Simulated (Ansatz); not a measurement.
An elastic tensor (GPa, Voigt order, standard axes) from the program Ansatz at the PBE level (PAW):

```
 373   127  97.2   0.0   0.0   0.0
 127   373  97.2   0.0   0.0   0.0
97.2  97.2   352   0.0   0.0   0.0
 0.0   0.0   0.0   111   0.0   0.0
 0.0   0.0   0.0   0.0   111   0.0
 0.0   0.0   0.0   0.0   0.0   123
```

**Question.** Pick the material that matches.
A. Lu, hcp (Mg type)
B. AlN, wurtzite
C. Hf, hcp (Mg type)
D. Ru, hcp (Mg type)

**Answer.** B, AlN, wurtzite

Space group P6_3mc (wurtzite). The PBE relaxation kept the symmetry of its start; phonons on a q-mesh show no instability.

Potentials: the later of the program's two PAW sets.
